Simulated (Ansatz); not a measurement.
**Rutile alloy of SnO2 and PbO2 (15 of 24 Sn sites exchanged), 72 atoms**

Ansatz, PAW, plane waves. PBEsol relaxation of cell lengths and atoms (angles held) at the single k point (¼, ¼, ¼) without its symmetry partners; single points on the relaxed atoms at the Γ point alone, onto which points of the small cell's zone fold. Arrangement: quasirandom. No spin–orbit coupling unless named.

Relaxed structure:

```
Pb Sn O
1.0
     9.79789    0.00000    0.00000
     0.00000    9.84383    0.00000
     0.00000    0.00000    9.99489
Pb Sn O
15 9 48
Direct
  0.99709 0.00259 0.00097
  0.99773 0.00260 0.33212
  0.00410 0.00194 0.66723
  0.00435 0.49454 0.66604
  0.50277 0.00060 0.00284
  0.49452 0.00609 0.66469
  0.50164 0.49751 0.33204
  0.24931 0.25239 0.16597
  0.24917 0.74577 0.16712
  0.25288 0.74890 0.49787
  0.25042 0.74439 0.83532
  0.74678 0.25074 0.49641
  0.74918 0.25562 0.83641
  0.74935 0.74892 0.49836
  0.74688 0.74344 0.83581
  0.99770 0.49874 0.00347
  0.99712 0.49887 0.33052
  0.50201 0.00115 0.33177
  0.50105 0.49746 0.99944
  0.49691 0.49820 0.66880
  0.25102 0.25269 0.50062
  0.25259 0.25604 0.83276
  0.74980 0.25433 0.16674
  0.74936 0.74643 0.16644
  0.15646 0.15903 0.99244
  0.15264 0.15991 0.34034
  0.15904 0.16369 0.66675
  0.14377 0.65015 0.00107
  0.14840 0.64852 0.33335
  0.15224 0.65246 0.66601
  0.65724 0.15756 0.00754
  0.64911 0.15648 0.32395
  0.64812 0.16008 0.66790
  0.64694 0.65085 0.00931
  0.65432 0.65300 0.32605
  0.64573 0.64913 0.66593
  0.35268 0.34703 0.99372
  0.34578 0.34536 0.33940
  0.34573 0.34889 0.66609
  0.34994 0.84140 0.00075
  0.35643 0.84426 0.33167
  0.34580 0.84714 0.66775
  0.84984 0.34901 0.00815
  0.84495 0.35043 0.32584
  0.85206 0.34099 0.66566
  0.84183 0.84239 0.00766
  0.84791 0.84023 0.32481
  0.85104 0.83800 0.66773
  0.09299 0.41006 0.16717
  0.09888 0.40080 0.49015
  0.10085 0.40295 0.84295
  0.10322 0.91199 0.16634
  0.09885 0.90512 0.49863
  0.09724 0.90320 0.83531
  0.59702 0.39925 0.15867
  0.59522 0.40726 0.50780
  0.59503 0.41152 0.83342
  0.60045 0.90119 0.17451
  0.59660 0.91140 0.49309
  0.59734 0.90671 0.83226
  0.40292 0.09204 0.17343
  0.40043 0.10094 0.49000
  0.39950 0.10441 0.83549
  0.39987 0.58455 0.15928
  0.40630 0.59302 0.50653
  0.40750 0.58981 0.83457
  0.90087 0.10688 0.16691
  0.89561 0.09095 0.50075
  0.89871 0.09481 0.83275
  0.90185 0.59518 0.16670
  0.90300 0.58803 0.49279
  0.90182 0.58583 0.84050
```

Q: What are the mean bond lengths by pair (pairs within 1.2 times the sum of covalent radii, less contacts 15 % beyond the pair's median; cation–cation pairs of compounds aside; long ionic contacts are cut short by that bound)?

A: O–Pb 2.169 ± 0.019 Å (standard deviation, 90 bonds); O–Sn 2.084 ± 0.016 Å (standard deviation, 54 bonds).

Q: What gap lies between the top filled and the lowest empty level in the single points?

A: HSE06 0.87 eV (5.1 min on 8 threads of Platinum 8259CL).
